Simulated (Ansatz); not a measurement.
(111) slab cut from the bulk of Li$_{3}$Au, 15 Å of vacuum:

```xyz
12
Lattice="4.3971 0.0000 0.0000 -2.1985 3.8080 0.0000 0.0000 0.0000 24.8730" Properties=species:S:1:pos:R:3 pbc="T T T"
Li    0.0000    2.5386    7.5000
Li    0.0000    0.0000    8.3975
Au    2.1985    1.2693    9.2951
Li    0.0000    2.5386   10.1926
Li    0.0000    0.0000   11.0902
Li    2.1985    1.2693   11.9877
Au    0.0000    2.5386   12.8853
Li    0.0000    0.0000   13.7828
Li    2.1985    1.2693   14.6804
Li    0.0000    2.5386   15.5779
Au    0.0000    0.0000   16.4754
Li    2.1985    1.2693   17.3730
```

Theory: DFT PBEsol, scalar-relativistic, plane waves, PAW in Ansatz. Settings: cutoff 420 eV, Γ-centred mesh 9×9×1 on the computed 12-atom cell, Gaussian smearing of 0.10 eV; no spin polarisation. The cell repeats along c with a dipole correction in the vacuum.

This base run converges in 9 iterations with a largest force of 0.586 eV/Å and a work function of 3.24 eV on the top face.

Settings are then changed, some of them on purpose to poor values; changes count from the base run, and γ keeps the base's bulk energy.

(1) What happens with k mesh 9×9×3?

(2) What happens with occupations fermi-dirac 0.3 eV?

(3) What happens with k mesh 1×1×1?

(4) What happens with the slab 2 repeats of the bulk cell thinner?

(5) What happens with at most 2 SCF iterations?

Settings at which electrons spill into the vacuum are left out.

Spin-orbit coupling is left out, which matters for the bands of heavy elements.

Answers

(1) It converges in 9 iterations; ΔE at zero smearing (meV/atom) 0.0, Δγ (J/m²) 0.000, Δφ top (eV) 0.00, largest force (eV/Å) 0.586.

(2) It converges in 8 iterations; ΔE at zero smearing (meV/atom) 0.0, Δγ (J/m²) 0.000, Δφ top (eV) -0.07, largest force (eV/Å) 0.575.

(3) It converges in 18 iterations; ΔE at zero smearing (meV/atom) -57.6, Δγ (J/m²) -0.331, largest force (eV/Å) 1.868.

(4) It converges in 8 iterations; ΔE at zero smearing (meV/atom) +272.7, Δγ (J/m²) +0.017, Δφ top (eV) -0.01, largest force (eV/Å) 0.851.

(5) It doesn't converge (2 iterations).
